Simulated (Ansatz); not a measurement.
BN:
```
CELL_PARAMETERS angstrom
      0.00000     1.80440     1.80440
      1.80440     0.00000     1.80440
      1.80440     1.80440     0.00000
ATOMIC_POSITIONS crystal
  B  0.00000 0.00000 0.00000
  N  0.25000 0.25000 0.25000
```

Relaxed with r²SCAN. Special points in fractions of this cell's reciprocal vectors: Γ (0.000, 0.000, 0.000); X (0.500, 0.000, 0.500); U (0.625, 0.250, 0.625); K (0.375, 0.375, 0.750); L (0.500, 0.500, 0.500); W (0.500, 0.250, 0.750).

Q: List the band energies nearest the valence-band maximum at these points for the program Ansatz at the r²SCAN level (PAW).

A: In eV from the valence-band maximum; about four levels below and three above (degenerate sets whole), none deeper than 8.9 eV; … stands for higher levels left out; points with the same levels are listed once.

```
k              below          above
-  -----------------  -------------
Γ     0.00 0.00 0.00              …
X        -5.12 -5.12    4.99 9.85 …
U  -8.54 -7.93 -4.25   7.53 13.74 …
L        -2.02 -2.02        10.83 …
W  -7.99 -7.24 -6.71  10.37 14.31 …
```

Space group F-43m (zinc blende). Symmetry was held in the r²SCAN relaxation; phonons on a q-mesh show no instability.

Potentials: the earlier of the program's two PAW sets.
